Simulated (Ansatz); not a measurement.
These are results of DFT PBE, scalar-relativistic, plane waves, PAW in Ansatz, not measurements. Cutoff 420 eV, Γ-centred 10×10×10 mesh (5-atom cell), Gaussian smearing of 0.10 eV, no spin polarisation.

Formation energies are uncorrected and count from the elements' standard states at the same level.

Question: Suggest a trial structure for a cubic metal that holds Ti and 1 more element, with a formation energy near −0.07 eV/atom and a density near 5.52 g/cm³, in a cell of 5 atoms.

Answer: TiGe4, space group Im-3m (No. 229). Ti has 8 Ge at 2.55 Å; Ge has 2 Ti at 2.55 Å and 6 Ge at 2.94 Å.

```
CELL_PARAMETERS angstrom
-2.94071 2.94071 2.94071
2.94071 -2.94071 2.94071
2.94071 2.94071 -2.94071
ATOMIC_POSITIONS crystal
Ti 0.00000 0.00000 0.00000
Ge 0.50000 0.50000 0.50000
Ge 0.50000 0.00000 0.00000
Ge 0.00000 0.00000 0.50000
Ge 0.00000 0.50000 0.00000
```

The volume per atom is 20.34 Å³, the density is 5.52 g/cm³ and the formation energy is −0.07 eV/atom. The gap on the 10×10×10 mesh of the 5-atom cell is 0 eV (a metal).

The cell was found from a structure generator's guess, not taken from experiment. Other answers may fit too; this one was computed.

Symmetry constrained the relaxation, so the result can be a saddle point.
